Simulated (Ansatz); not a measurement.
The start is a generated trial cell of W in the dhcp structure type. The structure is fully relaxed (lattice and positions, P = 0) with r2SCAN (plane waves to 500 eV, PAW, scalar-relativistic; Ansatz, a quantum-chemistry and plane-wave program). First-step values are on the input's coarse k-mesh.

Ansatz input (later rounds restart from its end on a renewed k-mesh):
Ansatz 0.2 input:
```yaml
crystal:
  lattice:
    - [2.8293094, 0, 0]
    - [-1.4146547, 2.4502538, 0]
    - [0, 0, 9.103321]
  atoms:
    - { symbol: W, position: [0, 0, 0] }
    - { symbol: W, position: [0, 0, 0.5] }
    - { symbol: W, position: [0.33333333, 0.66666667, 0.25] }
    - { symbol: W, position: [0.66666667, 0.33333333, 0.75] }
basis: { ecutwfc: 500, ecutrho_ratio: 4, xc_grid: 4, fft_grid_basis: typed }
kpoints: { mp_grid: { grid: [13, 13, 4] } }
hamiltonian:
  xc: r2scan
  dispersion: none
  pseudopotentials: { azcp: { folder: ./paw }, kind: paw }
scf: { occupations: { method: fermi_dirac, width: 0.05 } }
relax: { f_tol: 0.01, max_steps: 100, cell: { stress_tol: 0.02 } }
output: { forces: true, stress: true }
```

**Question.** How large is the pressure on the unrelaxed cell, and of which sign?

**Answer.** +7.7 GPa (positive: the cell is compressed).

**Question.** By how much does the energy per atom fall from start to end?

**Answer.** 0.09 eV/atom.

**Question.** How does the volume change?

**Answer.** +3.1 %, from 15.78 to 16.27 Å³/atom.

**Question.** Is the relaxed structure metallic? Give its gap.

**Answer.** No gap (metallic).

**Question.** What does it relax into? Give the structure.

**Answer.** 
Space group P6₃/mmc (No. 194); a = b = 2.765 Å, c = 9.829 Å, α = β = 90.00°, γ = 120.00°

```tsv
atom	site	symmetry	x	y	z
W	2a	-3m.	0.0000	0.0000	0.0000
W	2c	-6m2	0.3333	0.6667	0.2500
```

The space group stays P6₃/mmc (No. 194) (the run could not lower it); the end is AFLOW prototype A_hP4_194_ac (A3', as in La), with 4 atoms in the primitive cell. Final values are on a 19×19×5 k-mesh of the relaxed cell. No spin polarisation in the result.

The run could not lower the symmetry of its start; a shaken copy of this end point relaxes with r2SCAN to Im-3m (No. 229), 0.55 eV/atom lower.

The relaxed structure here is a generated cell of W: the first start was made by placing the elements on the sites of a structure type, and the end was not matched to a known phase here, so it may be hypothetical. Known forms of W include space group No. 229.
